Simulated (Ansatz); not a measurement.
## Cl vacancy in Eu2CN2Cl2, calculated

Level of theory: PBEsol, collinear spin, scalar-relativistic; Ansatz, plane waves to 420 eV (PAW set soft_2), k-mesh 2×2×2 shifted by half a step.

The relaxed host crystal (Kohn–Sham gap 0.67 eV):

```cif
data_structure
_symmetry_space_group_name_H-M 'P 1'
_symmetry_Int_Tables_number 1
_cell_length_a 5.1969
_cell_length_b 5.1969
_cell_length_c 7.0476
_cell_angle_alpha 97.965
_cell_angle_beta 97.965
_cell_angle_gamma 46.621
_cell_volume 136.76
loop_
_atom_site_label
_atom_site_type_symbol
_atom_site_fract_x
_atom_site_fract_y
_atom_site_fract_z
_atom_site_occupancy
Eu1 Eu 0.31787 0.31787 0.73123 1
Eu2 Eu 0.68213 0.68213 0.26877 1
C1 C 0.00000 0.00000 0.50000 1
N1 N 0.11718 0.11718 0.44534 1
N2 N 0.88282 0.88282 0.55466 1
Cl1 Cl 0.37253 0.37253 0.15105 1
Cl2 Cl 0.62747 0.62747 0.84895 1
```

Supercell of 21 atoms, rows of the matrix [[0,0,-1],[1,-2,0],[-2,1,0]] times the cell vectors; Cl vacancy at (0.373, 0.373, 0.151) in fractions of the cell above. Atoms are relaxed at the host's cell, from a start shaken by 0.03 Å near the defect. The cell loses 1 of its 6 Cl, so this is a heavily defective crystal.

Q: How does the lattice relax around the defect, and where do the electrons go?

A: Distances from the empty Cl site (Å), by shell of the perfect crystal:

```csv
shell,perfect crystal,"relaxed, charge 0"
4 Eu,2.94 (2.93 to 2.95),2.91
2 C,3.29,3.29
```

| charge | moment of the cell (μB) | gap of the cell on the mesh (eV) | carriers |
| --- | --- | --- | --- |
| 0 | 43.00 | 0.64 | none in the bands |

On this mesh the host's own supercell has a gap of 0.78 eV.

At charge 0 the unpaired electrons sit on atoms with moments (μB): 6 Eu of 6.71.

Formation energy of the neutral defect: 4.36 eV, taking atoms from and to the elements' standard states (no corrections for gases), so it belongs to those chemical potentials alone.

Relaxed cell at charge 0:

```
Eu2CN2Cl2 V_Cl charge 0
1.0
     1.0308    0.0000   -6.9718
    -4.7726   -6.1695    0.0223
    -4.7726    6.1695    0.0223
Eu C N Cl
6 3 6 5
Direct
  0.2668 0.0165 0.3489
  0.2685 0.3497 0.0156
  0.2686 0.6833 0.6822
  0.7307 0.6563 0.9888
  0.7330 0.9842 0.6470
  0.7328 0.3147 0.3166
  0.5005 0.3344 0.6667
  0.5018 0.6679 0.3337
  0.5019 0.0012 0.0003
  0.5542 0.2168 0.5492
  0.5554 0.5490 0.2173
  0.5557 0.8849 0.8814
  0.4468 0.4519 0.7843
  0.4458 0.7845 0.4506
  0.4458 0.1181 0.1169
  0.8487 0.2969 0.9591
  0.8489 0.6267 0.6293
  0.1486 0.7103 0.0427
  0.1498 0.0402 0.7031
  0.1497 0.3707 0.3725
```

Caveats: 4f shell without a U, which puts 4f levels too near the Fermi level; open f or d shells may hold a state above the lowest; semilocal functionals make gaps too small, which shifts levels too; small supercell, so energies and levels can be off by tenths of an eV; one random start near the defect, so other minima are possible.
